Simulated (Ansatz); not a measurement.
Sn:
```yaml
crystal:
  lattice:
    - [0.00000, 3.27062, 3.27062]
    - [3.27062, 0.00000, 3.27062]
    - [3.27062, 3.27062, 0.00000]
  atoms:
    - { symbol: Sn, position: [0.50000, 0.50000, 0.50000] }
    - { symbol: Sn, position: [0.75000, 0.75000, 0.75000] }
```

Relaxed with PBEsol. Special points in fractions of this cell's reciprocal vectors: Γ (0.000, 0.000, 0.000); X (0.500, 0.000, 0.500); U (0.625, 0.250, 0.625); K (0.375, 0.375, 0.750); L (0.500, 0.500, 0.500); W (0.500, 0.250, 0.750).

Problem. List the band energies nearest the Fermi level at these points for PBEsol with spin–orbit coupling (plane waves, PAW; program Ansatz).

Solution. In eV from the Fermi level; about four levels below and three above (degenerate sets whole), none deeper than 8.9 eV; points with the same levels are listed once.

```csv
k,below,above
Γ,-0.83 -0.83 -0.36 -0.36,0.32 0.32 0.32 0.32
X,-2.39 -2.39 -2.39 -2.39,0.80 0.80 0.80 0.80
U,-3.29 -3.29 -2.04 -2.04,1.07 1.07 3.29 3.29
L,-0.87 -0.87 -0.10 -0.10,3.10 3.10 3.32 3.32
W,-3.05 -3.05 -2.87 -2.87,3.16 3.16 3.48 3.48
```

Space group Fd-3m (diamond). This is a known low-temperature phase of the composition, computed here at zero pressure and temperature. The cell was relaxed with PBEsol under the symmetry of its start; of distortions, only those at the zone centre were tested.

Potentials: the earlier of the program's two PAW sets.
